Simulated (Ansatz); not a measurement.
Relaxed Cu (fcc, Cu type):

```yaml
crystal:
  lattice:
    - [3.62881, 0.00000, 0.00000]
    - [0.00000, 3.62881, 0.00000]
    - [0.00000, 0.00000, 3.62881]
  atoms:
    - { symbol: Cu, position: [0.00000, 0.00000, 0.00000] }
    - { symbol: Cu, position: [0.50000, 0.50000, 0.00000] }
    - { symbol: Cu, position: [0.50000, 0.00000, 0.50000] }
    - { symbol: Cu, position: [0.00000, 0.50000, 0.50000] }
```

In this cell atom 4 (Cu, nearest neighbour Cu at 2.566 Å; its periodic images, 3.6 Å or more away, move with it) is moved by s towards the nearest neighbour, unit vector (-0.707, -0.707, 0.000); all other atoms and the cell stay fixed.

All values below come from PBE (plane waves to 420 eV, PAW, scalar-relativistic; Ansatz, a first-principles code). k mesh 10×10×10 (Γ-centred), Fermi-Dirac smearing 0.05 eV. E stands for the smeared free energy. With partly filled bands, energies and forces of such displacements shift with the k mesh and the smearing. Cu is run without spin polarisation. Cu was relaxed with its symmetry unable to fall. The PAW data are Ansatz's earlier set. The zero of ΔE is the undisplaced structure. The last digit holds for this mesh only.

```tsv
s (Å)	ΔE (meV/cell)
-0.510	1079.9
-0.408	636.2
-0.306	withheld
-0.204	143.1
-0.102	34.9
0.000	0.0
0.102	34.9
0.204	143.1
0.306	withheld
0.408	636.2
0.510	1079.9
```

Question: Fit an even polynomial form (powers 2, 4, 6) to the given rows and predict ΔE at s = -0.306.

Answer: Least squares on the 9 given rows: ΔE = (3325)·s² + (2635)·s⁴ + (2086)·s⁶, in meV/cell with s in Å; root-mean-square residual 0.06 meV/cell. At -0.306 the fit gives 336.2 meV/cell; the calculation gives 336.3 meV/cell, so the interpolation is off by -0.1 (-0.0 %). The quadratic term alone would give 311.3 meV/cell.

(For displaced atoms, the force is minus the slope of the energy, and its curvature is a force constant, which sets phonon frequencies.)
